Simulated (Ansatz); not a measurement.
Input, command and steps of an Ansatz relaxation.

```yaml
crystal:
  lattice:
    - [-3.287, 3.287, 2.0343]
    - [3.287, -3.287, 2.0343]
    - [3.287, 3.287, -2.0343]
  atoms:
    - { symbol: Sc, position: [0.0, 0.0, 0.0] }
    - { symbol: Ag, position: [0.6, 0.2, 0.8] }
    - { symbol: Ag, position: [0.8, 0.6, 0.4] }
    - { symbol: Ag, position: [0.4, 0.8, 0.2] }
    - { symbol: Ag, position: [0.2, 0.4, 0.6] }
basis:
  ecutwfc: 500
kpoints:
  mp_grid: { grid: [10, 10, 10] }
hamiltonian:
  xc: r2scan
scf:
  occupations: { method: gaussian, width: 0.1 }
output:
  forces: true
  stress: true
  eigenvalues: true
  write_density: true
  write_potential: true
  elf: true
  volumetric_format: npy
relax:
  adjacent_minimum: "off"
  f_tol: 0.005
  max_steps: 80
  cell: { stress_tol: 0.05 }
```

```bash
ansatz run input.yaml --threads 1 --pin off --max-ram 2560MiB --backend cpu --events-out ev --progress --plain --runs-dir out
```

The calculation used Ansatz, DFT r2SCAN, scalar-relativistic, plane waves, PAW.

Of 5 frames 5 are shown, positions in Å and forces in eV/Å; the SCF threshold varies from step to step. Steps run on the plane waves of an earlier cell, with a Pulay correction in the pressure. The basis is chosen afresh for the last frame, the zero of the energies, and at times for earlier ones too; energy and pressure step there, also at an unchanged geometry. The mark taken_back stands on steps that the optimiser undid.

```xyz
5
Lattice="-3.2870 3.2870 2.0343 3.2870 -3.2870 2.0343 3.2870 3.2870 -2.0343" Properties=species:S:1:pos:R:3:forces:R:3 pbc="T T T" step=1 free_energy_over_end_meV_per_atom=0.56 pressure_GPa=0.94
Sc    0.0000    0.0000    0.0000    0.0000    0.0000    0.0000
Ag    1.3148    3.9444    0.0000   -0.0330   -0.0220    0.0000
Ag    0.6574    1.9722    2.0343   -0.0220    0.0330    0.0000
Ag    1.9722   -0.6574    2.0343    0.0330    0.0220    0.0000
Ag    2.6296    1.3148    0.0000    0.0220   -0.0330    0.0000
5
Lattice="-3.3139 3.3139 2.0438 3.3139 -3.3139 2.0438 3.3139 3.3139 -2.0438" Properties=species:S:1:pos:R:3:forces:R:3 pbc="T T T" step=2 free_energy_over_end_meV_per_atom=1.12 pressure_GPa=-1.21 taken_back
Sc    0.0000    0.0000    0.0000    0.0000    0.0000    0.0000
Ag    1.3190    3.9709    0.0000    0.0285    0.0145    0.0000
Ag    0.6570    1.9949    2.0438    0.0145   -0.0285    0.0000
Ag    1.9949   -0.6570    2.0438   -0.0285   -0.0145    0.0000
Ag    2.6568    1.3190    0.0000   -0.0145    0.0285    0.0000
5
Lattice="-3.3003 3.3003 2.0366 3.3003 -3.3003 2.0366 3.3003 3.3003 -2.0366" Properties=species:S:1:pos:R:3:forces:R:3 pbc="T T T" step=3 free_energy_over_end_meV_per_atom=0.11 pressure_GPa=-0.04
Sc    0.0000    0.0000    0.0000    0.0000    0.0000    0.0000
Ag    1.3168    3.9571    0.0000   -0.0007    0.0003    0.0000
Ag    0.6568    1.9835    2.0366    0.0003    0.0007    0.0000
Ag    1.9835   -0.6568    2.0366    0.0007   -0.0003    0.0000
Ag    2.6436    1.3168    0.0000   -0.0003   -0.0007    0.0000
5
Lattice="-3.3008 3.3008 2.0354 3.3008 -3.3008 2.0354 3.3008 3.3008 -2.0354" Properties=species:S:1:pos:R:3:forces:R:3 pbc="T T T" step=4 free_energy_over_end_meV_per_atom=0.10 pressure_GPa=-0.01
Sc    0.0000    0.0000    0.0000    0.0000    0.0000    0.0000
Ag    1.3169    3.9578    0.0000   -0.0004    0.0008    0.0000
Ag    0.6569    1.9839    2.0354    0.0008    0.0004    0.0000
Ag    1.9839   -0.6569    2.0354    0.0004   -0.0008    0.0000
Ag    2.6439    1.3169    0.0000   -0.0008   -0.0004    0.0000
5
Lattice="-3.3008 3.3008 2.0354 3.3008 -3.3008 2.0354 3.3008 3.3008 -2.0354" Properties=species:S:1:pos:R:3:forces:R:3 pbc="T T T" step=5 free_energy_over_end_meV_per_atom=0.00 pressure_GPa=-0.01
Sc    0.0000    0.0000    0.0000    0.0000    0.0000    0.0000
Ag    1.3169    3.9578    0.0000   -0.0004    0.0008    0.0000
Ag    0.6569    1.9839    2.0354    0.0008    0.0004    0.0000
Ag    1.9839   -0.6569    2.0354    0.0004   -0.0008    0.0000
Ag    2.6439    1.3169    0.0000   -0.0008   -0.0004    0.0000
```